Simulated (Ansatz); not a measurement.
Be$_{2}$Ag: reading a single point

```
CELL_PARAMETERS angstrom
0.00000 3.18667 3.18667
3.18667 0.00000 3.18667
3.18667 3.18667 0.00000
ATOMIC_POSITIONS crystal
Ag 0.00000 0.00000 0.00000
Ag 0.25000 0.25000 0.25000
Be 0.62500 0.62500 0.62500
Be 0.12500 0.62500 0.62500
Be 0.62500 0.62500 0.12500
Be 0.62500 0.12500 0.62500
```

Single point in Ansatz 0.2.0 with PBEsol, no spin polarisation. Cutoff 420 eV, PAW datasets, 9×9×9 Γ-centred k mesh, fermi-dirac filling (width 0.0437 eV).

Q: What happens at the Fermi level?

A: It is a metal, with about 0.86 states/eV a cell as the mean within 0.25 eV of the Fermi level.

Q: Give the Bader charges.

A: Bader charges in e: Be +0.92, Ag -0.83. In the mean Be gives up most and Ag takes most. There are 2 density maxima away from the nuclei.

Q: Is the cell too large or too small?

A: The pressure is -2.0 GPa (compression positive), so with the atoms held at these fractions the cell would first shrink.

Q: Is it stable against the elements?

A: -0.03 eV an atom against the elements' usual phases (free molecules for gases, crystals otherwise, with no correction for O₂ or N₂), too near zero to call. Relaxing would lower it.

Origin: a database entry at a rescaled volume.
